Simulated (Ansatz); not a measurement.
Crystals of one structure type (bcc (W type)), relaxed and computed with PBE in the plane-wave PAW code Ansatz.

| crystal | a (Å) | spin order, net moment (μB/atom) |
|---|---|---|
| K | 5.282 | not spin-polarised |
| Cr | 2.866 | antiferromagnetic; net 0.00 |
| Fe | 2.831 | ferromagnetic; net 2.17 |
| Rb | 5.671 | not spin-polarised |
| Mo | 3.160 | not spin-polarised |
| Cs | (withheld) | not spin-polarised |
| Ta | 3.319 | not spin-polarised |
| W | 3.184 | not spin-polarised |

Problem. What belongs in the gaps?

Solution. 
- Cs, a (Å): 6.163

Spin orders computed, not proven ground states: Cr, bcc (W type) antiferromagnetic; Fe, bcc (W type) ferromagnetic. All cells were relaxed under the symmetry of their starts (and spin orders); stability against distortions was not tested throughout. Cells of antiferromagnets are given as chemical subcells. Rows with no word on spin ran without spin polarisation. Scalar-relativistic: spin–orbit coupling is off unless named, which matters more the heavier the elements.

Potentials: the earlier of the program's two PAW sets.
